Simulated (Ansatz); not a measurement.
AlN: pressure against volume

AlN, F-43m, a = 4.370 Å. This isn't the usual stable structure of the compound. Ansatz: r2SCAN, PAW, 500 eV, Γ-centred 10×10×10 mesh on 2 atoms, Gaussian smearing 0.02 eV; no spin polarisation. Symmetry fixes shape and atoms, so the cell is only scaled; pressure is positive in compression.

| V (Å³/atom) | P (GPa) |
| --- | --- |
| 9.179 | ? |
| 9.492 | 23.74 |
| 9.804 | 14.65 |
| 10.117 | 6.79 |
| 10.430 | 0.00 |
| 10.743 | -5.88 |
| 11.056 | -10.96 |
| 11.473 | -16.68 |

Question: Take V0 = 10.430 Å³/atom, fit the third-order Birch–Murnaghan form to the other rows, and predict the missing pressure.

Answer: With the Eulerian strain f = ½[(V0/V)^(2/3) − 1] and y = P/[3f(1 + 2f)^(5/2)], the form is the line y = B0 + 1.5 B0 (B0′ − 4) f. Rows (f, y): 0.03242, 208.6; 0.02106, 209.2; 0.01026, 209.7; -0.00976, 211.0; -0.01906, 211.2; -0.03078, 211.7. Means f = 0.0006900, y = 210.23; Σ(Δf)² = 0.003003, ΣΔfΔy = -0.1512; the slope is their ratio. y = 210.3 − 50.36 f GPa, so B0 = 210.3 GPa and B0′ = 4 + 2 × (-50.36)/(3 × 210.3) = 3.84. At V = 9.179, f = 0.04446, y = 208.06 and P = 34.34 GPa. The run gave 34.29 GPa, so the fit is 0.05 GPa too high, a small miss on the scale of the series.